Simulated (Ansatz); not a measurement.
A relaxation computed with Ansatz, from input to last step.

```yaml
crystal:
  lattice:
    - [5.4842861945, 0.0, 0.0]
    - [-2.7421430972, 4.7495311661, 0.0]
    - [0.0, 0.0, 4.527625351]
  atoms:
    - { symbol: Sr, position: [0.0, 0.0, 0.0] }
    - { symbol: Ag, position: [0.3333333333, 0.6666666667, 0.0] }
    - { symbol: Ag, position: [0.6666666667, 0.3333333333, 0.0] }
    - { symbol: Ag, position: [0.5, 0.0, 0.5] }
    - { symbol: Ag, position: [0.5, 0.5, 0.5] }
    - { symbol: Ag, position: [0.0, 0.5, 0.5] }
basis:
  ecutwfc: 500
kpoints:
  mp_grid: { grid: [6, 6, 8] }
hamiltonian:
  xc: r2scan
scf:
  occupations: { method: gaussian, width: 0.1 }
output:
  forces: true
  stress: true
  eigenvalues: true
relax:
  adjacent_minimum: "off"
  f_tol: 0.01
  max_steps: 30
  cell: { stress_tol: 0.1, fix: [volume] }
```

```bash
ansatz run input.yaml --threads 1 --pin off --max-ram 2560MiB --backend cpu --events-out ev --progress --plain --runs-dir out
```

All numbers below come from DFT r2SCAN, scalar-relativistic, plane waves, PAW (Ansatz 0.2.0).

The volume is held at 0.91 times that of the relaxed cell.

Of 3 frames 3 are shown, positions in Å and forces in eV/Å; the SCF threshold varies from step to step. Steps run on the plane waves of an earlier cell, with a Pulay correction in the pressure. The basis is chosen afresh for the last frame, the zero of the energies, and at times for earlier ones too; energy and pressure step there, also at an unchanged geometry.

```xyz
6
Lattice="5.4843 0.0000 0.0000 -2.7421 4.7495 0.0000 0.0000 0.0000 4.5276" Properties=species:S:1:pos:R:3:forces:R:3 pbc="T T T" step=1 free_energy_over_end_meV_per_atom=0.07 pressure_GPa=8.41
Sr    0.0000    0.0000    0.0000    0.0000    0.0000    0.0000
Ag    0.0000    3.1664    0.0000    0.0000    0.0000    0.0000
Ag    2.7421    1.5832    0.0000    0.0000    0.0000    0.0000
Ag    2.7421    0.0000    2.2638    0.0000    0.0000    0.0000
Ag    1.3711    2.3748    2.2638    0.0000    0.0000    0.0000
Ag   -1.3711    2.3748    2.2638    0.0000    0.0000    0.0000
6
Lattice="5.4765 0.0000 0.0000 -2.7383 4.7428 0.0000 0.0000 0.0000 4.5405" Properties=species:S:1:pos:R:3:forces:R:3 pbc="T T T" step=2 free_energy_over_end_meV_per_atom=0.00 pressure_GPa=8.36
Sr    0.0000    0.0000    0.0000    0.0000    0.0000    0.0000
Ag    0.0000    3.1619    0.0000    0.0000    0.0000    0.0000
Ag    2.7383    1.5809    0.0000    0.0000    0.0000    0.0000
Ag    2.7383    0.0000    2.2702    0.0000    0.0000    0.0000
Ag    1.3691    2.3714    2.2702    0.0000    0.0000    0.0000
Ag   -1.3691    2.3714    2.2702    0.0000    0.0000    0.0000
6
Lattice="5.4765 0.0000 0.0000 -2.7383 4.7428 0.0000 0.0000 0.0000 4.5405" Properties=species:S:1:pos:R:3:forces:R:3 pbc="T T T" step=3 free_energy_over_end_meV_per_atom=0.00 pressure_GPa=8.36
Sr    0.0000    0.0000    0.0000    0.0000    0.0000    0.0000
Ag    0.0000    3.1619    0.0000    0.0000    0.0000    0.0000
Ag    2.7383    1.5809    0.0000    0.0000    0.0000    0.0000
Ag    2.7383    0.0000    2.2702    0.0000    0.0000    0.0000
Ag    1.3691    2.3714    2.2702    0.0000    0.0000    0.0000
Ag   -1.3691    2.3714    2.2702    0.0000    0.0000    0.0000
```

Time: 75 s on 1 thread of AMD EPYC 7R43 64-Core Processor (Zen 3), with other jobs on the host, peak memory 0.82 GiB.